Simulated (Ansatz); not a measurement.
Data:

HfO₂:
```xyz
3
Lattice="0.0000 2.5292 2.5292 2.5292 0.0000 2.5292 2.5292 2.5292 0.0000" Properties=species:S:1:pos:R:3 pbc="T T T"
Hf     0.0000     0.0000     0.0000
O      1.2646     1.2646     1.2646
O      3.7938     3.7938     3.7938
```

This is the r²SCAN-relaxed structure.

Question: All from plane-wave PAW r²SCAN (Ansatz code), unless another level is named. Estimate the Debye temperature from the elastic constants.

Answer: 508 K.

Question: Next, the highest zone-centre frequency (without LO–TO term)?

Answer: 593 cm⁻¹.

Space group Fm-3m (fluorite). This is a known high-temperature phase of the composition, computed here at zero pressure and temperature. The cell was relaxed with r²SCAN under the symmetry of its start. At this level the phase is dynamically unstable (imaginary phonons). No spin polarisation was allowed. Scalar-relativistic: spin–orbit coupling is off unless named, which matters more the heavier the elements.

Potentials: the later of the program's two PAW sets.
